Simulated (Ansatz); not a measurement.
VBiO$_{4}$ in space group I4_1/amd (No. 141; V on 4b, Bi on 4a, O on 16h), r²SCAN in the plane-wave PAW code Ansatz, all energies at zero smearing, with the estimated change up to a 700 eV cutoff added, with one set of potentials and settings (totals compare only within such a set). Cell of 12 atoms (2 V, 2 Bi, 8 O): -35209.534 eV.

```
element                            reference phase  E (eV/atom)
-------  -----------------------------------------  -----------
V                       Im-3m, 1 atoms in the cell   -2917.0669
Bi                       R-3m, 2 atoms in the cell  -12411.0586
O        C2/m, 4 atoms in the cell, spin-polarised    -566.0281
```

Formation energy per atom, worked out: (-35209.534 − 2×(-2917.0669) − 2×(-12411.0586) − 8×(-566.0281))/12 = -2.088 eV/atom (-201 kJ per mol of atoms), at 0 K, without zero-point energy or fitted corrections.

The first step of the workflow began from a Materials Project structure, measured or hypothetical; the Crystallography Open Database files this formula in space group No. 141, but the cells were not matched. It is not the phase usual at ambient conditions (space group No. 88). Symmetry was held in the r²SCAN relaxation; its stability against distortions is not shown here. No spin polarisation was allowed. No Hubbard U is applied. The references are the lowest solids computed at this level, not always the standard phases (solids in place of the gases). Spin–orbit coupling is left out wherever it is not named.

Potentials: the later of the program's two PAW sets.
